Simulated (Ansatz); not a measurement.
**NbRu$_{3}$: elastic constants from stress and strain**

```
CELL_PARAMETERS angstrom
3.88000 0.00000 0.00000
0.00000 3.88000 0.00000
0.00000 0.00000 3.88000
ATOMIC_POSITIONS crystal
Nb 0.00000 0.00000 0.00000
Ru 0.00000 0.50000 0.50000
Ru 0.50000 0.00000 0.50000
Ru 0.50000 0.50000 0.00000
```

Atom numbers follow the list: Nb1, Ru2, Ru3, Ru4.

Conventional cell: a = 3.880 Å, b = 3.880 Å, c = 3.880 Å, α = 90.00°, β = 90.00°, γ = 90.00°. Around Nb (atom 1) lie 12 Ru at 2.74 Å. Ru (atom 2) is surrounded by 4 Nb at 2.74 Å and 8 Ru at 2.74 Å.

The geometry is COD entry 2310239, unchecked; take it as a test cell.

Spin polarisation is left out, and whether a magnetic state lies lower isn't shown here.

Level of theory: DFT, LDA, all-electron LAPW, scalar-relativistic (Ansatz 0.2.0).

The runs use a Γ-centred 9×9×9 k mesh, Fermi–Dirac smearing of 0.05 eV, basis error target 1 meV/atom, no spin polarisation.

The unstrained cell is at -11.39 GPa. Large strains and very small stresses are left out. Each strain is applied once, with fractional coordinates held (clamped ions), and σ below is the change of stress, positive in tension. One finite strain gives stress–strain coefficients at this pressure with an error of the order of the strain times third-order constants, a few per cent for each per cent of strain. In a metal the k mesh adds noise of tens of per cent to soft shears.

Question: With equal xy, yz and zx engineering shear strains of -1 %, the run gives σxy = -1.56 GPa and γxy = 2εxy = -0.0100. Which stiffness follows?

Answer: C44 (clamped ions) = σxy/γxy = 156 GPa.

Question: Estimate the stiffness probed by this change, and the stress that it gives: equal xy, yz and zx engineering shear strains of +1 %.

Answer: σxy = 1.58 GPa and γxy = 2εxy = 0.0100, so C44 (clamped ions) = σxy/γxy = 158 GPa.
